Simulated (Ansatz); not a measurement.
Consider the following.

Au:
```yaml
crystal:
  lattice:
    - [0.00000, 2.07866, 2.07866]
    - [2.07866, 0.00000, 2.07866]
    - [2.07866, 2.07866, 0.00000]
  atoms:
    - { symbol: Au, position: [0.00000, 0.00000, 0.00000] }
```

This is the PBE-relaxed structure.

Problem. All from PBE in the plane-wave PAW code Ansatz, unless another level is named. Predict the Debye temperature from the elastic constants.

Solution. 127 K.

Problem. Give the elastic constants (relaxed ions, GPa).

Solution. C11 = 154, C12 = 133, C44 = 25.0.

Space group Fm-3m (fcc (Cu type)). Symmetry was held in the PBE relaxation. As this level gives no gap, shear constants depend on the k-mesh and smearing (Fermi–Dirac, 0.1 eV here). Scalar-relativistic: spin–orbit coupling is off unless named, which matters more the heavier the elements.

Potentials: the later of the program's two PAW sets.
